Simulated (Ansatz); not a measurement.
The relaxed structure here is a generated cell of Cu2O: the first start was made by placing the elements on the sites of a structure type, and the end was not matched to a known phase here, so it may be hypothetical. Known forms of Cu2O include space group No. 224.

One starting cell of Cu2O (a generated cell, Cu2O placed in the CdI2 structure type) was relaxed twice with Ansatz (plane waves, PAW, scalar-relativistic): with r2SCAN at 500 eV and with PBE at 420 eV. The r2SCAN result:

```cif
data_Cu2O
_chemical_formula_sum 'O1 Cu2'
_space_group_name_H-M_alt 'P 1'
_space_group_IT_number 1
_cell_length_a 2.83560
_cell_length_b 2.83560
_cell_length_c 4.38649
_cell_angle_alpha 90.000
_cell_angle_beta 90.000
_cell_angle_gamma 120.000
loop_
_space_group_symop_operation_xyz
  'x, y, z'
loop_
_atom_site_label
_atom_site_type_symbol
_atom_site_fract_x
_atom_site_fract_y
_atom_site_fract_z
_atom_site_occupancy
O1 O 0.00000 0.00000 0.00000 1
Cu1 Cu 0.33333 0.66667 0.29055 1
Cu2 Cu 0.66667 0.33333 0.70945 1
```

| quantity | r2SCAN | PBE |
|---|---|---|
| space group | P-3m1 | P-3m1 |
| volume (Å³/atom) | 10.18 | [?] |
| a (Å) | 2.836 | [?] |
| c (Å) | 4.386 | [?] |
| gap (eV, no spin-orbit coupling) | 0.00 | [?] |

Problem. What does PBE give for the same quantities?

Solution. 
- volume (Å³/atom), PBE: 10.59
- a (Å), PBE: 2.863
- c (Å), PBE: 4.477
- gap (eV, no spin-orbit coupling), PBE: 0.00

Both levels end in the same structure; PBE's volume is 4.0 % larger. Neither column is exact.

No spin polarisation in the result. No Hubbard U is applied.

The run could not lose the symmetry of its start; a randomly shaken copy of 6 atoms returns to this structure.

Ansatz is a quantum-chemistry and plane-wave program.
